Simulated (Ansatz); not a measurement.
## Surface calculation: fcc Ni (111), 5 layers

The slab is cut from the fcc crystal, the stable phase, as relaxed on PAW files (10.05 Å³/atom), with 16 Å of vacuum and a dipole correction:

```yaml
crystal:
  lattice:
    - [2.42189, 0.00000, 0.00000]
    - [-1.21095, 2.09742, 0.00000]
    - [0.00000, 0.00000, 23.90990]
  atoms:
    - { symbol: Ni, position: [0.83333, 0.16667, 0.33459] }
    - { symbol: Ni, position: [0.16667, 0.83333, 0.41729] }
    - { symbol: Ni, position: [0.50000, 0.50000, 0.50000] }
    - { symbol: Ni, position: [0.83333, 0.16667, 0.58271] }
    - { symbol: Ni, position: [0.16667, 0.83333, 0.66541] }
```

Computed with Ansatz 0.2.0; functional LDA, scalar-relativistic. Settings: a Γ-centred 19×19×1 k mesh, Fermi–Dirac smearing of 0.1 eV, spin-polarised from start moments Ni1 1, Ni2 1, Ni3 1, Ni4 1, Ni5 1 μB. Methods: LAPW: all electrons, basis error target 1 meV/atom; PAW: frozen-core files, cutoff 420 eV.

The bulk energy comes from a cell in the slab's orientation on a 19×19×7 mesh. The surface energy is (E(slab) − N·E(bulk))/2A at zero smearing, the mean of both faces; thin slabs carry quantum-size effects.

The magnetic state is the one reached from the start moments; other orders weren't searched. The PAW files were made under PBE.

Problem. As cut, the LAPW slab lies 1.604 eV above 5 atoms of bulk. What surface energy is that?

Solution. Over two faces of 5.08 Å² it is 157.9 meV/Å², and times 16.02 J/m² per eV/Å² that gives γ = 2.530 J/m².

Problem. What do relaxation and the other method give, and what work function comes out?

Solution. 

```csv
method,γ as cut (J/m²),γ relaxed (J/m²),Φ as cut (eV),Φ relaxed (eV)
LAPW,2.530,2.523,5.52,5.51
PAW,2.530,2.523,5.52,5.51
```

Problem. How do the spacings between the planes relax?

Solution. From the bottom face up: d12 -1.3 % of 1.977 Å, d23 0.0 % of 1.977 Å, d34 0.0 % of 1.977 Å, d45 -1.3 % of 1.977 Å.

Problem. How do the moments vary through the slab?

Solution. Ni1 0.63, Ni2 0.64, Ni3 0.60, Ni4 0.64, Ni5 0.63 μB in the LAPW spheres; the bulk has Ni 0.58 μB.

Problem. A field of 0.5 V/Å is applied along the normal, atoms held. What follows?

Solution. LAPW finds an induced dipole of 0.1545 e·Å a cell (PAW 0.1545), that is 11.00 Å for 4πα over the area, against 7.86 Å between the outer atoms.
